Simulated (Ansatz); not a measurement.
Consider the following.

BaTiO₃:
```xyz
5
Lattice="2.7881 1.6097 2.2805 -2.7881 1.6097 2.2805 0.0000 -3.2194 2.2805" Properties=species:S:1:pos:R:3 pbc="T T T"
Ba     0.0000     0.0000     6.8342
Ti     0.0000     0.0000     3.4723
O     -1.3826     0.7982     4.4803
O      0.0000    -1.5965     4.4803
O      1.3826     0.7982     4.4803
```

This is the LDA-relaxed structure. Tensor components refer to the Cartesian frame of this cell.

**Question.** All from plane-wave PAW LDA (Ansatz code), unless another level is named. Predict the piezoelectric stress constants (proper, relaxed ions, C/m²).

**Answer.** e15 = e24 = 7.21, e16 = e21 = 3.94, e22 = -3.94, e31 = e32 = 3.59, e33 = 5.05.

**Question.** Predict the Debye temperature from the elastic constants.

**Answer.** 480 K.

Space group R3m. This is a known low-temperature phase of the composition, computed here at zero pressure and temperature. Symmetry was held in the LDA relaxation; of distortions, only those at the zone centre were tested. The run is not spin-polarised. Scalar-relativistic: spin–orbit coupling is off unless named, which matters more the heavier the elements.

Potentials: the earlier of the program's two PAW sets.
